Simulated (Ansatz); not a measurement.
Consider the following.

Starting cell, PbTe (rock salt):

```xyz
4
Lattice="0.0000 6.5694 6.5694 3.2847 3.2847 6.5694 3.2847 3.2847 0.0000" Properties=species:S:1:pos:R:3 pbc="T T T"
Te     0.0000     0.0000     0.0000
Te     3.2847     6.5694     3.2847
Pb     3.2847     3.2847     3.2847
Pb     3.2847     6.5694     6.5694
```

The atoms are displaced by Q × the pattern below (from a DFPT mode at X = (0.5, 0.5, 0.0), largest move 1; Q in Å), at fixed cell. (q is in reciprocal vectors of the primitive cell; the cell shown is doubled to hold the pattern.)

```json
[
 {"atom": "Te1", "x": "0.000", "y": "0.000", "z": "0.307"},
 {"atom": "Te2", "x": "0.000", "y": "0.000", "z": "-0.307"},
 {"atom": "Pb3", "x": "0.000", "y": "0.000", "z": "1.000"},
 {"atom": "Pb4", "x": "0.000", "y": "0.000", "z": "-1.000"}
]
```

Computed with PBE (plane waves to 420 eV, PAW, scalar-relativistic; Ansatz, a quantum-chemistry and plane-wave program). k mesh 9×9×9 (Γ-centred), Fermi-Dirac smearing 0.05 eV. E stands for the smeared free energy. PbTe was relaxed with its symmetry unable to fall. Spin-orbit coupling is left out, though Pb and Te are heavy. The PAW data are Ansatz's earlier set. ΔE is measured from the undisplaced structure.

The scan covers Q from -0.100 to 0.100 Å in 13 points.

Question: Which space group does the distorted structure have?

Answer: P4/nmm (No. 129), lowered from Fm-3m.

Question: What is the energy change at Q = 0.100 Å?

Answer: 7.7 meV/cell.

Question: What harmonic wavenumber does the curvature at Q = 0 give?

Answer: 31 cm⁻¹.

(For displaced atoms, the force is minus the slope of the energy, and its curvature is a force constant, which sets phonon frequencies.)
